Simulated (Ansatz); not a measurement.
LaGa$_{6}$:
```
LaGa6
1.0
    6.08149     0.00000     0.00000
    0.00000     6.08149     0.00000
    0.00000     0.00000     7.68603
La Ga
2 12
Direct
  0.00000   0.50000   0.00000
  0.50000   0.00000   0.00000
  0.50000   0.50000   0.16064
  0.50000   0.50000   0.83936
  0.00000   0.00000   0.83936
  0.00000   0.00000   0.16064
  0.23533   0.73533   0.34164
  0.26467   0.23533   0.34164
  0.76467   0.26467   0.34164
  0.73533   0.76467   0.34164
  0.23533   0.26467   0.65836
  0.26467   0.76467   0.65836
  0.76467   0.73533   0.65836
  0.73533   0.23533   0.65836
```

Relaxed with r²SCAN. Special points in fractions of this cell's reciprocal vectors: Γ (0.000, 0.000, 0.000); X (0.000, 0.500, 0.000); M (0.500, 0.500, 0.000); Z (0.000, 0.000, 0.500); R (0.000, 0.500, 0.500); A (0.500, 0.500, 0.500).

**Question.** List the band energies nearest the Fermi level at these points for the program Ansatz at the r²SCAN level (PAW).

**Answer.** In eV from the Fermi level; about four levels below and three above (degenerate sets whole), none deeper than 8.9 eV; points with the same levels are listed once.

```json
[
 {"k": "Γ", "below": "-1.32 -1.23 -0.86 -0.23", "above": "1.32 1.49 1.49"},
 {"k": "X", "below": "-1.64 -1.64 -0.88 -0.88", "above": "0.24 0.24 1.36 1.36"},
 {"k": "M", "below": "-2.17 -2.17 -0.55 -0.55", "above": "0.03 0.03 0.09 0.09"},
 {"k": "Z", "below": "-2.32 -2.32 -2.27 -1.46 -1.46", "above": "0.38 1.15 1.57 1.57"},
 {"k": "R", "below": "-0.60 -0.60 -0.48 -0.48", "above": "1.05 1.05 1.80 1.80"},
 {"k": "A", "below": "-1.24 -1.24 -0.74 -0.74", "above": "0.16 0.16 0.19 0.19"}
]
```

Space group P4/nbm. The first step of the workflow began from a Materials Project structure, measured or hypothetical; the Crystallography Open Database copy checked does not list it. Whether it is the stable phase at ambient conditions was not checked. The r²SCAN relaxation kept the symmetry of its start; its stability against distortions is not shown here. Scalar-relativistic: spin–orbit coupling is off unless named, which matters more the heavier the elements.

Potentials: the earlier of the program's two PAW sets.
